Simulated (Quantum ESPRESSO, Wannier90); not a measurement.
## Wannierisation of TaN (P-62m)

```
begin unit_cell_cart
ang
    5.2084998633    0.0000000000    0.0000000000
   -2.6042499317    4.5106931973    0.0000000000
    0.0000000000    0.0000000000    2.9147500000
end unit_cell_cart
begin atoms_frac
Ta   0.0000000000  0.0000000000  0.0000000000
Ta   0.3333333333 -0.3333333333  0.5000000000
Ta  -0.3333333333  0.3333333333  0.5000000000
N    0.3923900000  0.0000000000  0.0000000000
N   -0.3923900000 -0.3923900000  0.0000000000
N   -0.0000000000  0.3923900000  0.0000000000
end atoms_frac
```

Structure: Materials Project mp-1279, symmetrised, not relaxed again. COD (Crystallography Open Database) has the formula in 5 space groups, this one among them (matched by group alone). Level: PBEsol, spinors with spin-orbit coupling; pw.x of Quantum ESPRESSO at 68 Ry with PseudoDojo potentials, 4×4×6 k-points, Wannier90. Density: 12×12×10 mesh, cold smearing 0.01 Ry.

Bands 25-30 form an isolated set from -18.25 to -15.31 eV relative to the Fermi level (on the path) and are turned into 6 Wannier functions by minimising the spread from the start: atomic waves N 2s.

Task: Where do the functions sit, how wide are they and what are they made of?

Result: 
| functions | spread (Å²) | nearest atom, distance (Å) | second atom, distance (Å) | weight on atomic waves |
|---|---|---|---|---|
| 6 | 1.09 | N 0.00 | Ta 2.04 | N 2s 67 %, Ta 5d 18 %, Ta 6s 10 % |

Ω_I = 6.53 Å², Ω_total = 6.56 Å²; the interpolated bands follow pw.x to 0.3 meV rms on the path. Only this start was tried; a symmetric start can stop on a saddle, and mixtures of these functions could lower the total by at most Ω_total − Ω_I.
